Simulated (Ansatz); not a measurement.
The relaxed structure here is a generated cell of BeS: the first start was made by placing the elements on the sites of a structure type, and the end was not matched to a known phase here, so it may be hypothetical.

A structure of BeS relaxed with PBEsol (plane waves to 420 eV, PAW, scalar-relativistic; Ansatz, an electronic-structure program); single points at other levels follow on the same geometry (Ansatz, PAW; HSE06 at 420 eV on a 8×8×4 k-mesh; no spin-orbit coupling). Space group P6₃mc (No. 186).

```cif
data_Be2S2
_chemical_formula_sum 'Be2 S2'
_space_group_name_H-M_alt 'P63mc'
_space_group_IT_number 186
_space_group_name_Hall 'P 6c -2c'
_cell_length_a 3.41200
_cell_length_b 3.41200
_cell_length_c 5.62450
_cell_angle_alpha 90.000
_cell_angle_beta 90.000
_cell_angle_gamma 120.000
loop_
_atom_site_label
_atom_site_type_symbol
_atom_site_symmetry_multiplicity
_atom_site_Wyckoff_symbol
_atom_site_fract_x
_atom_site_fract_y
_atom_site_fract_z
_atom_site_occupancy
Be1 Be 2 b 0.33333 0.66667 0.05674 1
S1 S 2 b 0.66667 0.33333 0.18279 1
```

| level | gap (eV) | kind | conduction minimum |
|---|---|---|---|
| PBEsol | 3.44 | indirect | K |
| HSE06 | … | – | … |

**Question.** What belongs in the gaps?

**Answer.** 
- HSE06, gap (eV): 4.58
- HSE06, conduction minimum: K

HSE06 gaps come from a coarse mesh plus a few chosen points, so they may be too large. No spin polarisation in the result.

It was reached from a disturbed copy of a P4₂/mmc (No. 131) cell, against which it lies -0.78 eV/atom.
